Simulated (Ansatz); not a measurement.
Polymorphs of Zn, each relaxed with plane-wave PAW LDA (Ansatz code):

A: C2/m
a = 4.7960 Å, b = 2.5543 Å, c = 6.9579 Å, α = γ = 90.00°, β = 107.55°

```
atom  site  symmetry       x       y       z
----  ----  --------  ------  ------  ------
Zn      2a       2/m  0.0000  0.0000  0.0000
Zn      4i         m  0.2408  0.0000  0.6648
```

B: fcc (Cu type) (Fm-3m)
a = 3.780 Å, b = 3.780 Å, c = 3.780 Å, α = 90.00°, β = 90.00°, γ = 90.00°

```csv
atom,site,symmetry,x,y,z
Zn,4a,m-3m,0.0000,0.0000,0.0000
```

Q: Rank these by energy per atom at 0 K (lowest first), as LDA gives it.

A: A (+0 meV/atom), B (+19 meV/atom)

Not the usual ambient phase: A; B. All cells were relaxed under the symmetry of their starts (and spin orders); stability against distortions was not tested throughout.

Energies hold the estimated change up to a 700 eV cutoff; steps of a few meV lie near the error of the meshes.

Potentials: the later of the program's two PAW sets.
